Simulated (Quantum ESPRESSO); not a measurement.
W2RuIr4Li, input and log of a self-consistent run

Computed values, not a measurement. The program is pw.x of Quantum ESPRESSO 7.5 (plane-wave density functional theory). The cell is made up: eight metal atoms on a face-centred cubic lattice, with elements, volume, strain and displacements drawn at random and not relaxed, so it may be unstable or far from any real phase. PseudoDojo standard norm-conserving files set the functional (PBE unless stated); there is no spin polarisation or spin-orbit coupling, the Fermi-Dirac width of 0.25 eV means electrons at about 2900 K, and the masses in the input are unused placeholders. Heavy elements are run without spin-orbit coupling, which real alloys of them have. A spin test at this wide smearing found no moment, but such smearing suppresses magnetism that the real alloy may have.

Input:

```
&control calculation='scf', pseudo_dir='./dojo.nc.sr.pbe.v0_5.standard.upf', outdir='./o', disk_io='minimal', tprnfor=.true., tstress=.true. /
&system ibrav=0, nat=8, ntyp=4, nbnd=75, ecutwfc=84.00895049, nosym=.true., tot_charge=0,
 occupations='smearing', smearing='fd', degauss=0.0183746611
/
&electrons conv_thr=1.470e-08, electron_maxstep=70, mixing_beta=0.5 /
ATOMIC_SPECIES
Ir 1.0 Ir.upf
Li 1.0 Li.upf
Ru 1.0 Ru.upf
W 1.0 W.upf
CELL_PARAMETERS angstrom
0.0 -1.9422 -1.9422
1.9422 3.8843 -1.9422
7.7686 -3.8843 3.8843
ATOMIC_POSITIONS angstrom
W 0.0121 -0.053 0.0137
W 4.0339 -1.9792 1.955
Ru 3.8805 -0.0506 0.0018
Ir 7.697 -1.9645 1.9483
Ir 1.9215 -1.989 0.0338
Ir 5.8651 -3.8143 1.9565
Li 1.874 -0.0024 -1.9621
Ir 5.8293 -1.9439 -0.0115
K_POINTS automatic
9 5 3 1 1 1
```

The log is shortened where brackets say so; the opening notice, blank lines, dates and the lines on written files are dropped, and the path of the files is cut. It prints rydbergs, bohrs and kilobars, and counts compression as positive stress. Its total energy is the free energy E - TS of the whole cell.

```
     Program PWSCF v.7.5
     Parallel version (MPI & OpenMP), running on       4 processor cores
     Number of MPI processes:                 4
     Threads/MPI process:                     1
     [start-up lines left out]
     bravais-lattice index     =            0
     lattice parameter (alat)  =       5.1905  a.u.
     unit-cell volume          =     791.0094 (a.u.)^3
     number of atoms/cell      =            8
     number of atomic types    =            4
     number of electrons       =       115.00
     number of Kohn-Sham states=           75
     kinetic-energy cutoff     =      84.0090  Ry
     charge density cutoff     =     336.0358  Ry
     scf convergence threshold =      1.5E-08
     mixing beta               =       0.5000
     number of iterations used =            8  plain     mixing
     Exchange-correlation= PBE
                           (   1   4   3   4   0   0   0)
     [axes and pseudopotential details left out]
   Cartesian axes
     site n.     atom                  positions (alat units)
         1        W      tau(   1) = (   0.0044053  -0.0192960   0.0049878  )
         2        W      tau(   2) = (   1.4686428  -0.7205776   0.7117669  )
         3        Ru     tau(   3) = (   1.4127937  -0.0184222   0.0006553  )
         4        Ir     tau(   4) = (   2.8022865  -0.7152257   0.7093276  )
         5        Ir     tau(   5) = (   0.6995704  -0.7241455   0.0123057  )
         6        Ir     tau(   6) = (   2.1353372  -1.3886919   0.7123131  )
         7        Li     tau(   7) = (   0.6822769  -0.0008738  -0.7143519  )
         8        Ir     tau(   8) = (   2.1223033  -0.7077257  -0.0041869  )
     number of k points=    68  Fermi-Dirac smearing, width (Ry)=  0.0184
                       cart. coord. in units 2pi/alat
        k(    1) = (   0.0893715  -0.0088393  -0.0697281), wk =   0.0296296
        k(    2) = (  -0.0874090   0.0500885  -0.1286559), wk =   0.0296296
     [further k points left out]
     Dense  grid:    82157 G-vectors     FFT dimensions: (  32,  54, 108)
     Estimated max dynamical RAM per process >     363.06 MB
     Estimated total dynamical RAM >       1.36 GB
     Initial potential from superposition of free atoms
     starting charge     114.9930, renormalised to     115.0000
     Starting wfcs are   72 randomized atomic wfcs +    3 random wfcs
     total cpu time spent up to now is        6.0 secs
     per-process dynamical memory:   292.1 Mb
     Self-consistent Calculation
     iteration #  1     ecut=    84.01 Ry     beta= 0.50
     Davidson diagonalization with overlap
     ethr =  1.00E-02,  avg # of iterations =  3.0
     total cpu time spent up to now is       23.9 secs
     total energy              =   -1439.99998613 Ry
     estimated scf accuracy    <       2.16466775 Ry
     iteration #  2     ecut=    84.01 Ry     beta= 0.50
     Davidson diagonalization with overlap
     ethr =  1.88E-03,  avg # of iterations =  3.7
     total cpu time spent up to now is       42.6 secs
     total energy              =   -1437.12883663 Ry
     estimated scf accuracy    <      88.88297650 Ry
     iteration #  3     ecut=    84.01 Ry     beta= 0.50
     Davidson diagonalization with overlap
     ethr =  1.88E-03,  avg # of iterations =  5.1
     total cpu time spent up to now is       62.1 secs
     total energy              =   -1440.43151694 Ry
     estimated scf accuracy    <      13.11371740 Ry
     iteration #  4     ecut=    84.01 Ry     beta= 0.50
     Davidson diagonalization with overlap
     ethr =  1.88E-03,  avg # of iterations =  2.0
     total cpu time spent up to now is       77.5 secs
     total energy              =   -1441.19278508 Ry
     estimated scf accuracy    <       3.36582295 Ry
     iteration #  5     ecut=    84.01 Ry     beta= 0.50
     Davidson diagonalization with overlap
     ethr =  1.88E-03,  avg # of iterations =  1.0
     total cpu time spent up to now is       90.9 secs
     total energy              =   -1441.27411560 Ry
     estimated scf accuracy    <       0.17640921 Ry
     [iterations 6 to 13 left out]
     iteration # 14     ecut=    84.01 Ry     beta= 0.50
     Davidson diagonalization with overlap
     ethr =  2.13E-08,  avg # of iterations =  1.3
     total cpu time spent up to now is      227.7 secs
     total energy              =   -1441.30696737 Ry
     estimated scf accuracy    <       0.00005168 Ry
     iteration # 15     ecut=    84.01 Ry     beta= 0.50
     Davidson diagonalization with overlap
     ethr =  2.13E-08,  avg # of iterations =  1.0
     total cpu time spent up to now is      241.3 secs
     total energy              =   -1441.30697017 Ry
     estimated scf accuracy    <       0.00000257 Ry
     iteration # 16     ecut=    84.01 Ry     beta= 0.50
     Davidson diagonalization with overlap
     ethr =  2.24E-09,  avg # of iterations =  1.7
     total cpu time spent up to now is      255.9 secs
     total energy              =   -1441.30697032 Ry
     estimated scf accuracy    <       0.00000023 Ry
     iteration # 17     ecut=    84.01 Ry     beta= 0.50
     Davidson diagonalization with overlap
     ethr =  1.98E-10,  avg # of iterations =  3.0
     total cpu time spent up to now is      272.1 secs
     total energy              =   -1441.30697035 Ry
     estimated scf accuracy    <       0.00000019 Ry
     iteration # 18     ecut=    84.01 Ry     beta= 0.50
     Davidson diagonalization with overlap
     ethr =  1.66E-10,  avg # of iterations =  1.1
     total cpu time spent up to now is      285.6 secs
     End of self-consistent calculation
     [lines on levels left out]
!    total energy              =   -1441.30697037 Ry
     estimated scf accuracy    <          1.9E-09 Ry
     smearing contrib. (-TS)   =      -0.10777084 Ry
     internal energy E=F+TS    =   -1441.19919953 Ry
     The total energy is F=E-TS. E is the sum of the following terms:
     one-electron contribution =    -392.68160451 Ry
     hartree contribution      =     263.56814568 Ry
     xc contribution           =    -278.63334650 Ry
     ewald contribution        =   -1033.45239419 Ry
     convergence has been achieved in  18 iterations
     Forces acting on atoms (cartesian axes, Ry/au):
     atom    1 type  4   force =    -0.00737636   -0.01366180    0.02382711
     atom    2 type  4   force =    -0.09129253    0.01835133   -0.00718845
     atom    3 type  3   force =     0.00472387    0.00063978    0.00603299
     atom    4 type  1   force =     0.07067407    0.00312610    0.00642368
     atom    5 type  1   force =     0.01357531    0.02473892   -0.02640269
     atom    6 type  1   force =     0.01439048   -0.04650588    0.01354567
     atom    7 type  2   force =     0.01835545   -0.00097313    0.00015536
     atom    8 type  1   force =    -0.02305029    0.01428467   -0.01639367
     Total force =     0.141511     Total SCF correction =     0.000163
     Computing stress (Cartesian axis) and pressure
          total   stress  (Ry/bohr**3)                   (kbar)     P=       18.48
   0.00022695   0.00006026  -0.00004415           33.39        8.86       -6.49
   0.00006026   0.00010845   0.00000297            8.86       15.95        0.44
  -0.00004415   0.00000297   0.00004144           -6.49        0.44        6.10
     init_run     :      5.66s CPU      5.89s WALL (       1 calls)
     electrons    :    274.08s CPU    279.53s WALL (       1 calls)
     forces       :      2.57s CPU      2.58s WALL (       1 calls)
     stress       :      8.84s CPU      9.06s WALL (       1 calls)
     [timing details left out]
     PWSCF        :   4m51.32s CPU   4m57.26s WALL
     JOB DONE.
```

In other units: free energy -19609.980 eV for the cell, pressure 1.85 GPa, largest force component 2.347 eV/Å in size. The run took 299 s of wall time with four MPI processes on a shared machine (Intel Xeon, 2023 or later, virtual cores), so the time is rough. A rerun of this cell at a higher cutoff and on a denser mesh moved values by no more than 0.011 eV in energy, 0.09 GPa in stress and 0.008 eV/Å in force, and a second program with other atomic files agreed on that cell to 2 % rms in force and 0.5 GPa in pressure.